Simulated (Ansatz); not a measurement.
# Ge: stationary points along a deformation path

Computed with Ansatz 0.2.0, DFT r2SCAN, scalar-relativistic, plane waves, PAW. Cutoff 500 eV, Γ-centred 14×14×14 k-points, Gaussian smearing of 0.15 eV. No spin polarisation. Energies are free energies at this smearing, counted from the undisturbed cell; pressure is positive in compression.

The undisturbed cell (relaxed at this level; this form isn't the usual structure):

```
CELL_PARAMETERS angstrom
0.00000 2.86174 5.05167
2.59914 0.00000 5.05167
2.59914 2.86174 0.00000
ATOMIC_POSITIONS crystal
Ge 0.78396 0.78396 0.21604
Ge 0.21604 0.21604 0.78396
Ge 0.27436 0.72564 0.27436
Ge 0.72564 0.27436 0.72564
```

At fixed volume and fractional coordinates, lengths along (0.000, 0.000, 1.000) are scaled against those across it; ρ is that ratio over its starting value. V = 18.787 Å³/atom. Δσ is the stress along the axis less the mean stress across it (compression positive).

| ρ | ΔE (meV/atom) | Δσ (GPa) | space group |
| --- | --- | --- | --- |
| 0.850 | 78.4 | 8.97 | Fmmm |
| 0.920 | 24.7 | 6.85 | Fmmm |
| 1.000 | 0.0 | 0.34 | Fmmm |
| 1.100 | 32.8 | -8.47 | Fmmm |
| 1.200 | 113.5 | -15.08 | Fmmm |

Task: How does the stress give the slope of the energy, and where is the energy stationary?

Result: Along the path d ln(length) is 2/3 d ln ρ on the axis and −1/3 d ln ρ across it, so dE/d ln ρ = −(2/3) V Δσ: the energy falls with ρ where Δσ is positive. Δσ vanishes or changes sign between ρ = 1.000 and 1.100, a minimum (near 1.00 by linear interpolation). Pairs of stationary points between two samples would go unseen, and could change a minimum read from distant neighbours into a maximum.

Task: Integrate that slope from ρ = 1 to 0.850 by the trapezoid rule.

Result: With V/N in Å³ and 1 eV/Å³ = 160.2 GPa the slopes at ρ = 1.000, 0.920, 0.850 are -26, -535, -701 meV/atom per unit of ln ρ. The steps add 23.4 + 48.9 = 72.3 meV/atom, against 78.4 from the energies; the trapezoid rule misses the curvature of the slope within each step.

Forces appear on the atoms along this scan, and letting them relax would lower the energy and soften the response. In a metal these slopes depend on the k mesh and the smearing.

Cost: 5 runs of about 8.5 core-minutes in all, on Intel Xeon Processor @ 2.70GHz (shared hosts).